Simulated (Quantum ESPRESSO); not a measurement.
# Hf3Li2ZnMoMg: input and log of a self-consistent run

A calculation, not a measurement. The program is pw.x of Quantum ESPRESSO 7.5 (plane-wave density functional theory). The cell is made up: eight metal atoms on a hexagonal close-packed lattice, with elements, volume, strain and displacements drawn at random and not relaxed, so it may be unstable or far from any real phase. PseudoDojo standard norm-conserving files set the functional (PBE unless stated); there is no spin polarisation or spin-orbit coupling, the Fermi-Dirac width of 0.25 eV means electrons at about 2900 K, and the masses in the input are unused placeholders. Heavy elements are run without spin-orbit coupling, which real alloys of them have. A spin test at this wide smearing found no moment, but such smearing suppresses magnetism that the real alloy may have.

Input:

```
&control calculation='scf', pseudo_dir='./dojo.nc.sr.pbe.v0_5.standard.upf', outdir='./o', disk_io='minimal', tprnfor=.true., tstress=.true. /
&system ibrav=0, nat=8, ntyp=5, nbnd=56, ecutwfc=84.00895049, nosym=.true., tot_charge=0,
 occupations='smearing', smearing='fd', degauss=0.0183746611
/
&electrons conv_thr=1.470e-08, electron_maxstep=70, mixing_beta=0.5 /
ATOMIC_SPECIES
Hf 1.0 Hf.upf
Li 1.0 Li.upf
Mg 1.0 Mg.upf
Mo 1.0 Mo.upf
Zn 1.0 Zn.upf
CELL_PARAMETERS angstrom
3.0055 0.0331 0.0066
1.4631 -2.5446 -5.1401
1.5777 7.79 -5.1868
ATOMIC_POSITIONS angstrom
Hf -0.0024 -0.0104 0.0245
Li 1.5277 2.6336 -5.2341
Zn 1.4679 -0.8458 -2.6409
Hf 3.0111 1.8359 -7.7481
Hf 3.0531 5.1767 -5.1396
Li 2.9754 0.0758 -5.1314
Mo 3.0383 1.7152 -2.5462
Mg 4.5358 4.436 -7.764
K_POINTS automatic
8 4 3 1 1 1
```

The log is shortened where brackets say so; the opening notice, blank lines, dates and the lines on written files are dropped, and the path of the files is cut. It prints rydbergs, bohrs and kilobars, and counts compression as positive stress. Its total energy is the free energy E - TS of the whole cell.

```
     Program PWSCF v.7.5
     Parallel version (MPI & OpenMP), running on       4 processor cores
     Number of MPI processes:                 4
     Threads/MPI process:                     1
     [start-up lines left out]
     bravais-lattice index     =            0
     lattice parameter (alat)  =       5.6799  a.u.
     unit-cell volume          =    1080.3843 (a.u.)^3
     number of atoms/cell      =            8
     number of atomic types    =            5
     number of electrons       =        86.00
     number of Kohn-Sham states=           56
     kinetic-energy cutoff     =      84.0090  Ry
     charge density cutoff     =     336.0358  Ry
     scf convergence threshold =      1.5E-08
     mixing beta               =       0.5000
     number of iterations used =            8  plain     mixing
     Exchange-correlation= PBE
                           (   1   4   3   4   0   0   0)
     [axes and pseudopotential details left out]
   Cartesian axes
     site n.     atom                  positions (alat units)
         1        Hf     tau(   1) = (  -0.0007985  -0.0034601   0.0081512  )
         2        Li     tau(   2) = (   0.5082694   0.8762049  -1.7413974  )
         3        Zn     tau(   3) = (   0.4883738  -0.2813997  -0.8786337  )
         4        Hf     tau(   4) = (   1.0018001   0.6108083  -2.5778112  )
         5        Hf     tau(   5) = (   1.0157736   1.7223003  -1.7099571  )
         6        Li     tau(   6) = (   0.9899226   0.0252188  -1.7072289  )
         7        Mo     tau(   7) = (   1.0108496   0.5706511  -0.8471268  )
         8        Mg     tau(   8) = (   1.5090714   1.4758677  -2.5831011  )
     number of k points=    48  Fermi-Dirac smearing, width (Ry)=  0.0184
                       cart. coord. in units 2pi/alat
        k(    1) = (   0.0625147   0.0111502  -0.0608196), wk =   0.0416667
        k(    2) = (   0.0644340  -0.1823275   0.0355076), wk =   0.0416667
     [further k points left out]
     Dense  grid:   112391 G-vectors     FFT dimensions: (  36,  72, 108)
     Estimated max dynamical RAM per process >     335.55 MB
     Estimated total dynamical RAM >       1.23 GB
     Initial potential from superposition of free atoms
     starting charge      85.9830, renormalised to      86.0000
     Starting wfcs are   59 randomized atomic wfcs
     total cpu time spent up to now is        8.6 secs
     per-process dynamical memory:   256.4 Mb
     Self-consistent Calculation
     iteration #  1     ecut=    84.01 Ry     beta= 0.50
     Davidson diagonalization with overlap
     ethr =  1.00E-02,  avg # of iterations =  4.2
     total cpu time spent up to now is       30.9 secs
     total energy              =   -1043.25472228 Ry
     estimated scf accuracy    <       2.17335161 Ry
     iteration #  2     ecut=    84.01 Ry     beta= 0.50
     Davidson diagonalization with overlap
     ethr =  2.53E-03,  avg # of iterations =  4.8
     total cpu time spent up to now is       54.2 secs
     total energy              =   -1042.20407218 Ry
     estimated scf accuracy    <      49.21740183 Ry
     iteration #  3     ecut=    84.01 Ry     beta= 0.50
     Davidson diagonalization with overlap
     ethr =  2.53E-03,  avg # of iterations =  5.4
     total cpu time spent up to now is       74.6 secs
     total energy              =   -1044.47952738 Ry
     estimated scf accuracy    <       0.82171624 Ry
     iteration #  4     ecut=    84.01 Ry     beta= 0.50
     Davidson diagonalization with overlap
     ethr =  9.55E-04,  avg # of iterations =  3.7
     total cpu time spent up to now is       92.8 secs
     total energy              =   -1044.52542675 Ry
     estimated scf accuracy    <       0.94415174 Ry
     iteration #  5     ecut=    84.01 Ry     beta= 0.50
     Davidson diagonalization with overlap
     ethr =  9.55E-04,  avg # of iterations =  1.0
     total cpu time spent up to now is      107.7 secs
     total energy              =   -1044.56915596 Ry
     estimated scf accuracy    <       0.17809561 Ry
     [iterations 6 to 12 left out]
     iteration # 13     ecut=    84.01 Ry     beta= 0.50
     Davidson diagonalization with overlap
     ethr =  6.24E-10,  avg # of iterations =  4.4
     total cpu time spent up to now is      248.7 secs
     total energy              =   -1044.58835850 Ry
     estimated scf accuracy    <       0.00000013 Ry
     iteration # 14     ecut=    84.01 Ry     beta= 0.50
     Davidson diagonalization with overlap
     ethr =  1.51E-10,  avg # of iterations =  2.0
     total cpu time spent up to now is      265.2 secs
     total energy              =   -1044.58835852 Ry
     estimated scf accuracy    <       0.00000006 Ry
     iteration # 15     ecut=    84.01 Ry     beta= 0.50
     Davidson diagonalization with overlap
     ethr =  7.48E-11,  avg # of iterations =  2.0
     total cpu time spent up to now is      281.1 secs
     total energy              =   -1044.58835852 Ry
     estimated scf accuracy    <       0.00000011 Ry
     iteration # 16     ecut=    84.01 Ry     beta= 0.50
     Davidson diagonalization with overlap
     ethr =  7.48E-11,  avg # of iterations =  2.0
     total cpu time spent up to now is      296.6 secs
     total energy              =   -1044.58835852 Ry
     estimated scf accuracy    <       0.00000007 Ry
     iteration # 17     ecut=    84.01 Ry     beta= 0.50
     Davidson diagonalization with overlap
     ethr =  7.48E-11,  avg # of iterations =  1.0
     total cpu time spent up to now is      311.0 secs
     End of self-consistent calculation
     [lines on levels left out]
!    total energy              =   -1044.58835853 Ry
     estimated scf accuracy    <          1.9E-09 Ry
     smearing contrib. (-TS)   =      -0.11261439 Ry
     internal energy E=F+TS    =   -1044.47574414 Ry
     The total energy is F=E-TS. E is the sum of the following terms:
     one-electron contribution =    -687.58106587 Ry
     hartree contribution      =     355.76270290 Ry
     xc contribution           =    -173.34083972 Ry
     ewald contribution        =    -539.31654145 Ry
     convergence has been achieved in  17 iterations
     Forces acting on atoms (cartesian axes, Ry/au):
     atom    1 type  1   force =    -0.00534274    0.00289596   -0.05097400
     atom    2 type  2   force =    -0.00028652   -0.01600189    0.02428343
     atom    3 type  5   force =     0.00143168    0.01786913    0.00872205
     atom    4 type  1   force =     0.00359567   -0.05943214   -0.00984394
     atom    5 type  1   force =     0.00139561    0.00802992    0.00626541
     atom    6 type  2   force =    -0.00104675    0.00938691    0.00100556
     atom    7 type  4   force =     0.00021036    0.01424110    0.01785468
     atom    8 type  3   force =     0.00004269    0.02301101    0.00268681
     Total force =     0.093674     Total SCF correction =     0.000184
     Computing stress (Cartesian axis) and pressure
          total   stress  (Ry/bohr**3)                   (kbar)     P=      -29.39
  -0.00014699  -0.00005278  -0.00000183          -21.62       -7.76       -0.27
  -0.00005278  -0.00023521   0.00005413           -7.76      -34.60        7.96
  -0.00000183   0.00005413  -0.00021713           -0.27        7.96      -31.94
     init_run     :      8.12s CPU      8.39s WALL (       1 calls)
     electrons    :    301.18s CPU    302.45s WALL (       1 calls)
     forces       :      2.44s CPU      2.47s WALL (       1 calls)
     stress       :      9.03s CPU      9.03s WALL (       1 calls)
     [timing details left out]
     PWSCF        :   5m20.98s CPU   5m22.66s WALL
     JOB DONE.
```

In other units: free energy -14212.349 eV for the cell, pressure -2.94 GPa, largest force component 1.528 eV/Å in size. The run took 324 s of wall time with four MPI processes on a shared machine (Intel Xeon, older, virtual cores), so the time is rough. A rerun of this cell at a higher cutoff and on a denser mesh moved values by no more than 0.002 eV in energy, 0.04 GPa in stress and 0.010 eV/Å in force, and a second program with other atomic files agreed on that cell to 2 % rms in force and 0.5 GPa in pressure.